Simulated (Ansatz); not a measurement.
Mg$_{2}$Si:
```cif
data_Mg2Si
_chemical_formula_sum 'Mg2 Si1'
_space_group_name_H-M_alt 'P 1'
_space_group_IT_number 1
_cell_length_a 4.50032
_cell_length_b 4.50032
_cell_length_c 4.50032
_cell_angle_alpha 60.000
_cell_angle_beta 60.000
_cell_angle_gamma 60.000
loop_
_space_group_symop_operation_xyz
  'x, y, z'
loop_
_atom_site_label
_atom_site_type_symbol
_atom_site_fract_x
_atom_site_fract_y
_atom_site_fract_z
_atom_site_occupancy
Mg1 Mg 0.25000 0.25000 0.25000 1
Mg2 Mg 0.75000 0.75000 0.75000 1
Si1 Si 0.00000 0.00000 0.00000 1
```

Relaxed with PBE. PBE (plane waves, PAW; program Ansatz) gives a gap of 0.22 eV.

Problem. What gap does HSE06 give on the same cell (Ansatz, PAW)?

Solution. 0.58 eV, 0.36 eV more. The hybrid was solved on a coarser mesh and at special points; its gap is the smallest among all of these.

| k | v1 PBE | c1 PBE | v1 HSE06 | c1 HSE06 |
|---|---|---|---|---|
| Γ | 0.00 | 1.84 | ___ | ___ |
| X | -1.93 | 0.22 | -2.15 | 0.58 |
| L | -0.70 | 1.24 | ___ | ___ |
| W | -2.63 | 2.67 | ___ | ___ |
| K | -1.61 | 0.70 | ___ | ___ |

Problem. Top valence (v1) and lowest conduction level (c1) in eV from each method's valence maximum (which need not be a listed point): supply the withheld HSE06 values.

Solution. 
- K, v1 HSE06: -1.79
- K, c1 HSE06: 1.13
- W, v1 HSE06: -2.89
- W, c1 HSE06: 3.18
- L, v1 HSE06: -0.78
- L, c1 HSE06: 1.80
- Γ, v1 HSE06: 0.00
- Γ, c1 HSE06: 2.46

Cost on shared cores: the PBE run (SCF on a 8×8×8 mesh, then bands and DOS) about 17 core-seconds (a rough figure), the HSE06 run (SCF on 6×6×6, then a few points) about 2.3 core-minutes (a rough figure); the tasks are unlike.

Space group Fm-3m (fluorite or antifluorite type). The PBE relaxation kept the symmetry of its start; phonons on a q-mesh show no instability.

Potentials: the later of the program's two PAW sets.
